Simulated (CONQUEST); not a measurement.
Set-up for a self-consistent single point of Ge (Fd-3m, 8 atoms in the cell; from Materials Project mp-32, changed as shown).

```xyz
8
Lattice="5.5614 0.0000 0.0000 0.0000 5.5614 0.0000 0.0000 0.0000 5.5614" Properties=species:S:1:pos:R:3 pbc="T T T"
Ge     2.7807     0.0000     2.7807
Ge     1.3903     1.3903     1.3903
Ge     2.7807     2.7807     0.0000
Ge     1.3903     4.1710     4.1710
Ge     0.0000     0.0000     0.0000
Ge     4.1710     1.3903     4.1710
Ge     0.0000     2.7807     2.7807
Ge     4.1710     4.1710     1.3903
```

Level of theory: PBE, numerical atomic orbitals double-zeta with polarisation (the shipped basis), PseudoDojo norm-conserving potentials made for PBE (CONQUEST).

CONQUEST settings:

```
key                                             value
---------------------  ------------------------------
basis                                             DZP
Diag.MPMeshX, Y, Z                              6 6 6
potentials             PseudoDojo norm-conserving PBE
Grid.GridCutoff                                175 Ha
DM.SolutionMethod                              diagon
Diag.kT                                   0.003675 Ha
Diag.GammaCentred                                true
minE.SCTolerance                              1.0e-06
SC.MaxIters                                       100
SC.LinearMixingFactor                             0.3
SC.KerkerPreCondition                            true
SC.KerkerFactor                            0.1 1/bohr
AtomMove.TypeOfRun                             static
```

Problem. Estimate, at this level of theory: gap on the k-point mesh and pressure.

Solution. The run gave:

```
Item                       Result
-----------------------  --------
Gap on the k-point mesh   0.33 eV
Pressure                 9.03 GPa
```

Gaps are taken between levels on the mesh.

For comparison: a first run was changed to give this one (lattice scaled by 0.98), and from it to this one the free energy rises by 49.8 meV/atom, the pressure goes from 3.15 to 9.03 GPa and a clean gap of 0.33 eV is found, where there was none.

The program uses no crystal symmetry, so grid and mesh can part values that symmetry would make equal. The atom-centred basis is finite, which shifts total energies, pressures and gaps against plane waves. The structure comes from a collection of computed structures, made at another level of theory; the collection holds predicted forms beside known ones.

Cost on one core: very roughly 110 core-seconds.
